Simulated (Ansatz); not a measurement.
# How LaAs (Fm-3m) stiffens under pressure

```yaml
crystal:
  lattice:
    - [0.00000, 3.05535, 3.05535]
    - [3.05535, 0.00000, 3.05535]
    - [3.05535, 3.05535, 0.00000]
  atoms:
    - { symbol: La, position: [0.50000, 0.50000, 0.50000] }
    - { symbol: As, position: [0.00000, 0.00000, 0.00000] }
```

This is the zero-pressure cell. At each pressure cell and atoms are relaxed in this structure, and the constants are slopes of the stress at strains of ±0.005 with relaxed ions (the coefficients that govern stability under load). Level: PBEsol, PAW on Ansatz 0.2.0's default frozen-core files (fitted under PBE), scalar-relativistic; k mesh 14×14×14, strains of ±0.005, Fermi-Dirac smearing of 0.100 eV, cutoff 420 eV. P is the pressure of the relaxed cell, less that of this one.

| P (GPa) | V/V₀ | C11 (GPa) | C12 (GPa) | C44 (GPa) |
| --- | --- | --- | --- | --- |
| 0.00 | 1.0000 | 167.6 | 22.5 | 28.3 |
| 1.02 | 0.9861 | 178.0 | 23.5 | 27.9 |
| 2.05 | 0.9730 | 188.4 | 24.4 | 27.5 |
| 4.07 | 0.9496 | 208.3 | 26.3 | 26.7 |
| 7.04 | ? | ? | ? | ? |
| 10.01 | 0.8935 | 262.8 | 32.1 | 23.9 |
| 15.04 | 0.8562 | 305.6 | 37.4 | 21.1 |

Task: Does the bulk modulus from the constants agree with the pressure-volume curve?

Result: A third-order Birch-Murnaghan fit to the volumes shown (F against f, f = [(V₀/V)^(2/3) − 1]/2) gives B₀ = 70.9 GPa and B′ = 4.0. Its −V dP/dV stands beside (C11 + 2C12)/3:

```csv
P (GPa),from P(V),from the constants
0.00,70.9,70.9
1.02,75.0,75.0
2.05,79.0,79.1
4.07,86.9,87.0
10.01,109.1,109.0
15.04,127.2,126.8
```

Task: What are the pressure derivatives at zero pressure?

Result: Slopes at V₀ of quadratic fits in −ln(V/V₀) through the first four rows shown, divided by B₀: dC11/dP = 10.4, dC12/dP = 0.9, dC44/dP = -0.3. The mean slopes up to 2.0 GPa are 10.2, 0.9, -0.4; curvature and scatter of the constants part the two. The combination (dC11/dP + 2 dC12/dP)/3 = 4.1 stands against B′.

Task: Fill the row at 7.04 GPa.

Result: Cubic fits in −ln(V/V₀) through all rows shown give C11 = 236.2, C12 = 29.2, C44 = 25.4 GPa. Computed: V/V₀ = 0.9196, C11 (GPa) = 236.1, C12 (GPa) = 29.2, C44 (GPa) = 25.4.

Task: Does a shear stiffness soften?

Result: C44 goes from 28.3 to 21.1 GPa; (C11 − C12)/2 goes from 72.5 to 134.1 GPa. C44 softens under pressure, though the lattice stays mechanically stable over this range.

Known limits: no other phase was computed; many crystals of this kind change structure within this range, and rows or crossings beyond such a change describe a metastable lattice; frozen-core PAW files fitted under PBE, their cores solved anew for the functional of the run; responses of metals move with mesh and smearing; phonons weren't checked at these pressures.
